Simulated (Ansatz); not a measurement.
Al2O3 (corundum, R-3c), plane-wave PAW PBEsol (Ansatz code). The conduction-band minimum lies at Γ, with 1 equivalent valley. Second derivatives d²E/dk² of the lowest band at one valley (eV·Å²), along Cartesian directions:

| direction | d²E/dk² |
|---|---|
| [100] | 20.56 |
| [010] | 20.56 |
| [001] | 19.19 |
| [110] | 20.56 |
| [101] | 19.88 |
| [011] | 19.88 |

**Question.** Find the principal effective masses, the density-of-states mass and the conductivity mass.

**Answer.** Off-diagonal terms follow from H_xy = H[110] − (H_xx + H_yy)/2, and m*/mₑ = 7.620 eV·Å² over each eigenvalue: 0.37, 0.37, 0.40. One valley's DOS mass (m₁m₂m₃)^(1/3) = 0.38, conductivity mass 3/(Σ 1/mᵢ) = 0.38 mₑ.

**Question.** What effective density of states Nc follows at 300 K for parabolic valleys?

**Answer.** Nc = 2.509e19 × 1 × (0.38)^(3/2) ≈ 5.9e18 cm⁻³.

The cell was relaxed with PBEsol under the symmetry of its start.

Potentials: the earlier of the program's two PAW sets. The files were generated under PBE; for other functionals the program regenerates the frozen cores, and for LDA and PBEsol the local potential too.

Edges and masses are those of Kohn–Sham bands, whose gap is no quasiparticle gap.
